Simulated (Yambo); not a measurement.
Rb2NaYF6 (space group Fm-3m, No. 225), G0W0@LDA in Yambo; all else as in the reference (2×2×2 Γ-centred k mesh, bands 2 to 272 and a 7 Ry block in the screening, 272 bands in G with the Bruneval-Gonze terminator, plasmon pole fitted at 27.2 eV). One parameter is varied: the cutoff of the wavefunctions in Yambo, over 10, 20, 30, 50, 88 Ry.

Question: From which value on does the gap Γ → Γ stay within 0.05 eV of the largest setting?

Answer: From 30 Ry on.
| cutoff of the wavefunctions in Yambo (Ry) | G0W0 gap (eV) | valence shift (eV) |
|---|---|---|
| 10 | 9.51 | -1.67 |
| 20 | 10.00 | -2.22 |
| 30 | 10.08 | -2.35 |
| 50 | 10.09 | -2.38 |
| 88 | 10.10 | -2.39 |
The last step of the sweep still moves the gap by 3 meV; the other settings are held fixed.

Geometry of the Materials Project entry, not relaxed at this level; primitive cell a = 6.3829 Å, b = 6.3829 Å, c = 6.3829 Å, α = 60.00°, β = 60.00°, γ = 60.00°.

A shift is the quasiparticle energy of the state minus its LDA energy.
